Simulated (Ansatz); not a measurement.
VSi2: from a starting cell to a relaxed one

The start is a generated cell, VSi2 placed in the AFLOW prototype AB2_oP6_58_a_g (as in Fe2C). The cell and all atomic positions are relaxed at zero pressure with PBEsol (plane waves to 420 eV, PAW, scalar-relativistic; Ansatz, a quantum-chemistry and plane-wave program). The first steps use a coarse 5×5×7 k-mesh.

The start:
```
CELL_PARAMETERS angstrom
      4.80036     0.00000     0.00000
      0.00000     5.22948     0.00000
      0.00000     0.00000     3.14614
ATOMIC_POSITIONS crystal
  Si 0.75000 0.33333 0.00000
  Si 0.75000 0.83333 0.50000
  Si 0.25000 0.16667 0.50000
  Si 0.25000 0.66667 0.00000
  V  0.00000 0.00000 0.00000
  V  0.50000 0.50000 0.50000
```
Spin-polarised start, with parallel moments on V.

- Initial pressure = +54 GPa (positive: the cell is compressed)
- Largest initial force = about 1.4 eV/Å, on Si1, Si2, Si3, Si4 (atoms numbered as listed)
- Outcome = The space group goes from Pnnm (No. 58) to Immm (No. 71), with 3 atoms in the primitive cell
- Energy released = 1.40 eV/atom
- Volume change = +0.6 %, from 13.16 to 13.24 Å³/atom
- Shortest distances (start → end) = The closest pairs of elements (up to four, under 3.6 Å), start → end: Si–V 2.12 → 2.57 Å; Si–Si 2.97 → 2.52 Å; V–V 3.15 → 2.52 Å
- Band gap at the end = no gap (metallic)
- Optimiser moves = 27

Relaxed structure:

```cif
data_Si4V2
_chemical_formula_sum 'Si4 V2'
_space_group_name_H-M_alt 'Immm'
_space_group_IT_number 71
_space_group_name_Hall '-I 2 2'
_cell_length_a 2.51968
_cell_length_b 4.47493
_cell_length_c 7.04554
_cell_angle_alpha 90.000
_cell_angle_beta 90.000
_cell_angle_gamma 90.000
loop_
_atom_site_label
_atom_site_type_symbol
_atom_site_symmetry_multiplicity
_atom_site_Wyckoff_symbol
_atom_site_fract_x
_atom_site_fract_y
_atom_site_fract_z
_atom_site_occupancy
Si1 Si 4 j 0.00000 0.50000 0.18235 1
V1 V 2 a 0.00000 0.00000 0.00000 1
```
(The calculation used a cell of 3 atoms; values per cell refer to that cell.)

Final values are on a 16×16×16 k-mesh of the relaxed cell. No spin polarisation in the result: the starting moments vanished. The relaxed primitive cell holds an odd number of electrons. A magnetic state may lie lower.

The run could not lose the symmetry of its start, so the end can be a saddle point.

The relaxed structure here is a generated cell of VSi2: the first start was made by placing the elements on the sites of a structure type, and the end was not matched to a known phase here, so it may be hypothetical.
